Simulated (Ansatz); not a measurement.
Input and command of a plane-wave DFT calculation in Ansatz:

```yaml
crystal:
  lattice:
    - [4.02, 0.0, 0.0]
    - [0.0, 4.02, 0.0]
    - [0.0, 0.0, 4.02]
  atoms:
    - { symbol: Ba, position: [0.0, 0.0, 0.0] }
    - { symbol: Fe, position: [0.5, 0.5, 0.5], spin: 4.0 }
    - { symbol: O, position: [0.5, 0.5, 0.0] }
    - { symbol: O, position: [0.0, 0.5, 0.5] }
    - { symbol: O, position: [0.5, 0.0, 0.5] }
basis:
  ecutwfc: 420
kpoints:
  mp_grid: { grid: [10, 10, 10] }
hamiltonian:
  xc: pbesol
scf:
  occupations: { method: gaussian, width: 0.1 }
  lower_state_search: "off"
output:
  forces: true
  stress: true
  eigenvalues: true
  populations: true
magnetization:
  spin_polarized: true
```

```bash
ansatz run input.yaml --threads 1 --pin off --max-ram 2560MiB --backend cpu --events-out ev --progress --plain --runs-dir out
```

Processor: Arm Neoverse V1, 1 thread, on a host shared with other jobs.

Q: Estimate time, memory and problem size.

A: About 25 s on 1 thread of Arm Neoverse V1 (shared host), peak memory 0.44 GiB. It solves 29 bands at 56 k points (the mesh reduced by the symmetry that the task leaves, which can be less than the crystal's) with about 1309 plane waves, in 13 SCF iterations.
